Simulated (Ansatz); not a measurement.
Here is the system:

KTaO$_{3}$:
```
CELL_PARAMETERS angstrom
      3.98532     0.00000     0.00000
      0.00000     3.98532     0.00000
      0.00000     0.00000     3.98532
ATOMIC_POSITIONS crystal
  K  0.00000 0.00000 0.00000
  Ta 0.50000 0.50000 0.50000
  O  0.00000 0.50000 0.50000
  O  0.50000 0.50000 0.00000
  O  0.50000 0.00000 0.50000
```

This is the PBEsol-relaxed structure.

### Question
All from DFT-PBEsol in the program Ansatz with PAW potentials, unless another level is named. Give the smallest direct gap on the standard path.

### Answer
2.75 eV.

### Question
Next, the electron effective mass, band 2 of 3 at the edge?

### Answer
0.26 along [100], 0.45 along [110], 0.36 along [111] (mₑ).

### Question
Give the band gap.

### Answer
2.14 eV (indirect).

### Question
Next, the valence-band maximum?

### Answer
at R.

### Question
And the conduction-band minimum?

### Answer
at Γ.

### Question
Give the weight of the conduction-edge state by species (Voronoi cells).

### Answer
Ta 67 %, O 30 %, K 3 %.

Space group Pm-3m (cubic perovskite). The cell was relaxed with PBEsol under the symmetry of its start. No spin polarisation was allowed. Spin–orbit coupling is left out wherever it is not named.

Potentials: the later of the program's two PAW sets.
